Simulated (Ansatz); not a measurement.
One crystal and one scan (frozen-phonon scan) at two levels, PBE (plane waves to 420 eV, PAW, scalar-relativistic; Ansatz, an electronic-structure program) and r2SCAN (plane waves to 500 eV, PAW, scalar-relativistic; Ansatz), each from its own relaxed cell and on its own mesh. The cell shown is that of PBE.

Relaxed TiAl (CuAu type, space group P4/mmm):

```xyz
4
Lattice="5.6485 0.0000 0.0000 0.0000 2.8243 0.0000 0.0000 0.0000 4.0708" Properties=species:S:1:pos:R:3 pbc="T T T"
Al     1.4121     1.4121     2.0354
Al     4.2364     1.4121     2.0354
Ti     0.0000     0.0000     0.0000
Ti     2.8243     0.0000     0.0000
```

A phonon eigenvector at X = (0.5, 0.0, 0.0) is frozen into this cell: atom i moves by Q times the vector below, so Q is the largest atomic displacement, in Å. The cell is held. (q is in reciprocal vectors of the primitive cell; the cell shown is doubled to hold the pattern.)

```
atom      x       y      z
----  -----  ------  -----
Al1   0.000  -1.000  0.000
Al2   0.000   1.000  0.000
```

Atoms not listed stay in place.

TiAl is run without spin polarisation. TiAl was relaxed with its symmetry unable to fall. With partly filled bands, energies and forces of such displacements shift with the k mesh and the smearing. Percentages come from the unrounded values. Both scans cover Q from -0.180 to 0.180 Å.

Results of PBE:

```
Quantity                                                                                                                                          Result
----------------------------------------------------------------------------------------  --------------------------------------------------------------
Lattice constant a (Å)                                                                                                                             2.824
Lattice constant c (Å)                                                                                                                             4.071
Relaxed volume (Å³/atom)                                                                                                                           16.24
Energy at Q = 0.180 Å (meV/cell)                                                                                                                     151
Harmonic wavenumber from the curvature (finite differences) (cm⁻¹ (negative: imaginary))                                                             218
Space group of the distorted cell                                                                                     Pmma (No. 51), lowered from P4/mmm
Symmetry of the curve                                                                                                      even: the same for both signs
Shape of the curve                                                                        a single well with its minimum at or next to zero displacement
```

**Question.** What does r2SCAN give for the same quantities?

**Answer.** 
```tsv
quantity	r2SCAN	PBE − r2SCAN
Lattice constant a (Å)	2.813	+0.011 (+0.4 %)
Lattice constant c (Å)	4.058	+0.013 (+0.3 %)
Relaxed volume (Å³/atom)	16.06	+0.18 (+1.1 %)
Energy at Q = 0.180 Å (meV/cell)	167	-16 (-9 %)
Harmonic wavenumber from the curvature (finite differences) (cm⁻¹ (negative: imaginary))	229	-11 (-5 %)
```

PBE gives the higher value for: lattice constant a; lattice constant c; relaxed volume. PBE gives the lower value for: energy at Q = 0.180 Å; harmonic wavenumber from the curvature. Both give the same space group of the distorted cell: Pmma (No. 51), lowered from P4/mmm. Neither level is exact: the differences show how much the result hangs on the functional.

(For displaced atoms, the force is minus the slope of the energy, and its curvature is a force constant, which sets phonon frequencies.)
